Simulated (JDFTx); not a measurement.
W(100) slab cut from bulk W (space group Im-3m, indices of the conventional cell, lattice of the Materials Project entry mp-91, not re-optimised): 8 atoms in 4 planes, a c(2×2) cell of 20.10 Å² (|a| = 4.484, |b| = 4.484 Å), 4.5 Å between the outermost planes, cell height 23.8 Å, 6×6×1 k mesh, Fermi smearing 0.01 Ha, no spin polarisation.

Adsorbate: NH2 on both faces at 0.50 monolayer, started ontop and partly relaxed in vacuum, keeping the symmetry of the start.

All numbers are PBE, GBRV ultrasoft potentials, plane waves to 20/100 Ha results from a modified build of JDFTx, not measurements. The adsorption energy per NH2 is [E(slab + 2 NH2) − E(slab)]/2 − (E(NH3) − ½ E(H2)), with the gas molecules relaxed at the same level and slab energies taken as (E + F)/2, the usual estimate of zero smearing. In reaction energies these potentials put H₂ about 0.03 eV too high against large-basis PBE. No zero-point energy or vibrational entropy is included. Reconstruction of the substrate beyond this cell is outside the model.

Question: Predict the adsorption energy and the geometry, and the change of the work function.

Answer: -0.99 eV. N sits 1.98 Å above the highest substrate atom, bound to 1 W at 1.98 Å; N–H is 1.03 Å. The work function goes from 4.14 to 2.70 eV. In CANDLE, water, 1 M NaCl, at zero charge, the adsorption energy is -1.01 eV and the potential of zero charge moves from -0.79 to -1.70 V vs SHE (4.44 V convention).
